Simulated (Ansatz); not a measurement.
BeAu3: energy against volume and a worked fit

It takes space group Pm-3m (No. 221, cubic). Conventional cell: a = 4.012 Å, b = 4.012 Å, c = 4.012 Å, α = 90.00°, β = 90.00°, γ = 90.00°. Around Au (site symmetry 4/mmm) lie 8 Au at 2.84 Å and 4 Be at 2.84 Å. Be (site symmetry m-3m) is surrounded by 12 Au at 2.84 Å.

The cell comes from a database or a generator and needn't be the stable form of this composition.

The cell was scaled at fixed shape and fractions and run with Ansatz, Ansatz PAW, cutoff 420 eV; PBE, k mesh 7 × 7 × 7 on the cell of 4 atoms, fermi-dirac occupations of 0.05 eV, no spin polarisation, no spin-orbit coupling. Energies are those that the program minimises, any entropy of the smearing included. For a metal such a mesh isn't converged to the digits shown.

| V (Å³/atom) | energy over the lowest row (meV/atom) |
| --- | --- |
| 15.1724 | 21.11 |
| 15.4952 | ? |
| 15.8181 | 0.34 |
| 16.1409 | 0.00 |
| 16.4637 | 5.27 |
| 16.7865 | 15.43 |
| 17.1093 | 29.82 |

**Question.** Fit the third-order Birch-Murnaghan form, give V0, B0 and B′, and predict the energy left open.

**Answer.** With y = (V0/V)^(2/3), E = E0 + (9 V0 B0/16) [(y - 1)³ B′ + (y - 1)² (6 - 4y)]. Least squares through the rows shown give V0 = 15.9953 Å³/atom, E0 = -0.58 meV, B0 = 146.0 GPa (1 eV/Å³ = 160.218 GPa) and B′ = 5.69, with a largest miss of 0.02 meV. At V = 15.4952 the form with these constants gives 7.07 meV; the run gave 7.07 meV an atom.
